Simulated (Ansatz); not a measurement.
ZnO (wurtzite)

```
ZnO
1.0
    3.27991     0.00000     0.00000
   -1.63996     2.84049     0.00000
    0.00000     0.00000     5.29408
Zn O
2 2
Direct
  0.66667   0.33333   0.00214
  0.33333   0.66667   0.50214
  0.66667   0.33333   0.62306
  0.33333   0.66667   0.12306
```

Equation-of-state scan: isotropic scaling of the cell above, V₀ being its volume. The atoms relax within the cell's symmetry.

Method: PBE (plane waves to 420 eV, PAW, scalar-relativistic; Ansatz, a first-principles code). k mesh 12×12×6 (Γ-centred), Fermi-Dirac smearing 0.05 eV. Energies are smeared free energies. With the shape held, the modulus is that of even scaling; a crystal free to change shape is softer. The PAW data are Ansatz's earlier set. ZnO was relaxed with its symmetry unable to fall. ΔE is measured from the relaxed starting cell.

| V (Å³/atom) | ΔE (meV/atom) |
|---|---|
| 10.358 | 174.4 |
| 10.687 | 114.5 |
| 11.015 | 69.4 |
| 11.344 | 37.0 |
| 11.673 | 15.6 |
| 12.002 | 3.7 |
| 12.331 | 0.0 |
| 12.660 | 3.4 |
| 12.988 | 12.9 |
| 13.317 | 27.7 |
| 13.646 | 47.1 |
| 13.975 | 70.4 |
| 14.304 | 97.2 |

What is the fitted pressure derivative B₀′?

4.4.

What bulk modulus at fixed cell shape B₀ follows from a third-order Birch-Murnaghan fit?

129 GPa. Check by three points about V = 12.331 Å³/atom, step 0.329: d²E/dV² ≈ (3.7 − 2·0.0 + 3.4) meV / 0.329² = 0.0657 eV/Å⁶, and V·d²E/dV² × 160.2 = 130 GPa.

(A scan under strain: stresses follow from slopes of the energy per volume, elastic moduli from its curvatures.)
